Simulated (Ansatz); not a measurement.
YSi2 (fluorite, Fm-3m) under volume change, PBE in the plane-wave PAW code Ansatz, scaled uniformly.

```csv
V (Å³/atom),E − E(relaxed) (meV/atom),P (GPa)
21.760,…,…
22.478,…,…
23.195,3.8,1.76
23.913,0.0,0.00
24.630,3.5,-1.51
25.347,13.2,-2.82
26.065,28.5,-3.98
```

### Question
What belongs in the gaps?

### Answer

- 21.760, E − E(relaxed) (meV/atom): 38.7
- 21.760, P (GPa): 6.26
- 22.478, E − E(relaxed) (meV/atom): 16.2
- 22.478, P (GPa): 3.83

### Question
What does a third-order Birch–Murnaghan fit give for V₀, B₀ and B′?

### Answer
V₀ = 23.91 Å³/atom, B₀ = 54.8 GPa, B′ = 4.1.

The cell is a constructed one: a structure type filled with these elements; neither database checked (COD, Materials Project) lists it. COD files the formula under space group No. 191, so this cell is another polymorph or a model. Its standing as an ambient phase is unchecked. Symmetry was held in the PBE relaxation; its stability against distortions is not shown here. The run is not spin-polarised. Scalar-relativistic: spin–orbit coupling is off unless named, which matters more the heavier the elements.

Potentials: the later of the program's two PAW sets.
